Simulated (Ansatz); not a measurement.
Task: CaO (zinc blende, F-43m) is relaxed with r²SCAN in the plane-wave PAW code Ansatz. What lattice parameters of the conventional cell result?

Result: a = 5.213 Å.

Task: Is it a metal or does it have a gap at this level?

Result: A gap of 3.76 eV, indirect.

The start of the workflow was typed in or built on a structure type; neither database checked (COD, Materials Project) lists it. It is not the phase usual at ambient conditions (space group No. 225). The r²SCAN relaxation kept the symmetry of its start; whether a distortion lowers the energy is not shown.

Potentials: the later of the program's two PAW sets.
